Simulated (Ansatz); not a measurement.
OsN2:
```cif
data_N4Os2
_chemical_formula_sum 'Os2 N4'
_space_group_name_H-M_alt 'P 1'
_space_group_IT_number 1
_cell_length_a 4.08681
_cell_length_b 4.87041
_cell_length_c 2.64582
_cell_angle_alpha 90.000
_cell_angle_beta 90.000
_cell_angle_gamma 90.000
loop_
_space_group_symop_operation_xyz
  'x, y, z'
loop_
_atom_site_label
_atom_site_type_symbol
_atom_site_fract_x
_atom_site_fract_y
_atom_site_fract_z
_atom_site_occupancy
Os1 Os 0.50000 0.50000 0.50000 1
Os2 Os 0.00000 0.00000 0.00000 1
N1 N 0.37327 0.90410 0.50000 1
N2 N 0.62673 0.09590 0.50000 1
N3 N 0.87327 0.59590 0.00000 1
N4 N 0.12673 0.40410 0.00000 1
```

Relaxed with LDA.

Problem. Which orbitals make up the states near the Fermi level in the program Ansatz at the LDA level (PAW)?

Solution. Within 0.5 eV of the Fermi level: Os 5d 75 %, N 2p 21 %. Projections are on Löwdin-orthogonalised atomic valence shells; empty p or d shells of many metals are not among them.

Problem. Tabulate the density of states.

Solution. States/eV per cell of 6 atoms, in 0.25 eV bins, energy from the Fermi level.

```tsv
E (eV)	total	Os 5d	N 2p	N 2s
-7.85	2.93	0.83	1.92	0.10
-7.60	3.04	0.82	2.02	0.12
-7.35	2.69	0.72	1.79	0.12
-7.10	2.55	0.69	1.67	0.13
-6.85	3.29	0.81	2.24	0.16
-6.60	4.06	0.94	2.79	0.20
-6.35	3.16	0.72	2.18	0.16
-6.10	1.96	0.53	1.33	0.06
-5.85	1.78	0.54	1.17	0.04
-5.60	1.85	0.64	1.15	0.03
-5.35	1.59	0.57	0.96	0.03
-5.10	1.25	0.45	0.74	0.03
-4.85	1.33	0.45	0.78	0.03
-4.60	2.02	0.68	1.18	0.06
-4.35	2.77	1.02	1.55	0.09
-4.10	3.19	1.39	1.59	0.10
-3.85	3.11	1.31	1.58	0.10
-3.60	3.05	1.34	1.50	0.09
-3.35	2.81	1.24	1.38	0.08
-3.10	2.52	1.08	1.29	0.07
-2.85	2.84	1.23	1.45	0.07
-2.60	2.81	1.16	1.50	0.08
-2.35	2.27	0.95	1.20	0.05
-2.10	1.97	0.97	0.90	0.04
-1.85	2.41	1.49	0.80	0.05
-1.60	2.92	1.89	0.88	0.08
-1.35	4.25	2.76	1.26	0.12
-1.10	4.51	3.14	1.17	0.11
-0.85	6.47	4.86	1.34	0.15
-0.60	5.75	4.44	1.08	0.13
-0.35	3.90	2.94	0.80	0.10
-0.10	2.28	1.81	0.40	0.04
0.15	0.99	0.76	0.20	0.01
0.40	1.31	0.86	0.40	0.03
0.65	2.24	1.25	0.86	0.07
0.90	2.29	1.27	0.91	0.06
1.15	1.87	0.96	0.80	0.04
1.40	1.40	0.74	0.57	0.03
1.65	1.00	0.57	0.36	0.02
1.90	0.80	0.50	0.25	0.02
2.15	0.71	0.48	0.19	0.01
2.40	0.65	0.47	0.14	0.01
2.65	0.74	0.57	0.13	0.01
2.90	1.02	0.80	0.18	0.02
3.15	0.84	0.63	0.17	0.02
3.40	0.67	0.43	0.21	0.03
3.65	0.71	0.41	0.24	0.05
3.90	1.09	0.61	0.35	0.10
4.15	2.79	1.58	0.69	0.45
4.40	3.33	1.82	0.92	0.49
4.65	3.79	2.00	1.19	0.47
```

Space group Pnnm. The workflow started from a Materials Project entry (that database holds measured and hypothetical structures alike); the Crystallography Open Database copy checked does not list it. Its standing as an ambient phase is unchecked. Symmetry was held in the LDA relaxation; whether a distortion lowers the energy is not shown. No spin polarisation was allowed. Spin–orbit coupling is left out wherever it is not named.

Potentials: the later of the program's two PAW sets.
